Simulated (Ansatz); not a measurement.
The start is a generated cell, SnO2 built in the AFLOW prototype A2B_oP12_62_2c_c (C37, as in Co2Si). Cell shape, volume and atoms are optimised at zero target pressure with r2SCAN (plane waves to 500 eV, PAW, scalar-relativistic; Ansatz, an electronic-structure program). The first steps use a coarse 4×5×3 k-mesh.

Starting cell:
```
CELL_PARAMETERS angstrom
      5.05617     0.00000     0.00000
      0.00000     3.84302     0.00000
      0.00000     0.00000     7.30872
ATOMIC_POSITIONS crystal
  O  0.53800 0.25000 0.78200
  O  0.03800 0.25000 0.71800
  O  0.46200 0.75000 0.21800
  O  0.96200 0.75000 0.28200
  O  0.17400 0.25000 0.06200
  O  0.67400 0.25000 0.43800
  O  0.82600 0.75000 0.93800
  O  0.32600 0.75000 0.56200
  Sn 0.70200 0.25000 0.11100
  Sn 0.20200 0.25000 0.38900
  Sn 0.29800 0.75000 0.88900
  Sn 0.79800 0.75000 0.61100
```

Question: How large is the pressure on the unrelaxed cell, and of which sign?

Answer: -24.4 GPa (negative: the cell is under tension).

Question: Which atoms feel the largest initial force, and how large is it?

Answer: 3.23 eV/Å, on O1, O2, O3, O4 (atoms numbered as listed).

Question: By how much does the energy per atom fall from start to end?

Answer: 1.14 eV/atom.

Question: How do the shortest distances between atoms change?

Answer: The closest pairs of elements (up to four, under 3.6 Å), start → end: O–Sn 2.38 → 2.05 Å; O–O 2.57 → 2.56 Å; Sn–Sn 3.24 → 3.24 Å.

Question: Is the relaxed structure metallic? Give its gap.

Answer: 2.35 eV, indirect (valence top at P, conduction bottom at Γ) (no spin-orbit coupling).

Question: What does it relax into? Give the structure.

Answer: 
```cif
data_O8Sn4
_chemical_formula_sum 'O8 Sn4'
_space_group_name_H-M_alt 'I41/amd :1'
_space_group_IT_number 141
_space_group_name_Hall 'I 4bw 2bw -1bw'
_cell_length_a 3.99756
_cell_length_b 3.99756
_cell_length_c 10.20404
_cell_angle_alpha 90.000
_cell_angle_beta 90.000
_cell_angle_gamma 90.000
loop_
_atom_site_label
_atom_site_type_symbol
_atom_site_symmetry_multiplicity
_atom_site_Wyckoff_symbol
_atom_site_fract_x
_atom_site_fract_y
_atom_site_fract_z
_atom_site_occupancy
O1 O 8 e 0.00000 0.00000 0.20361 1
Sn1 Sn 4 a 0.00000 0.00000 0.00000 1
```
(The calculation used a cell of 6 atoms; values per cell refer to that cell.)

Final values are on a 9×9×9 k-mesh of the relaxed cell. No spin polarisation in the result.

The run could not lose the symmetry of its start.

The first start was generated by placing the elements on the sites of a structure type. Materials Project lists a structure of SnO2 in the same space group, I4₁/amd (No. 141); the sites were not compared with it, nor with measured phases. Known forms of SnO2 include space group No. 136.
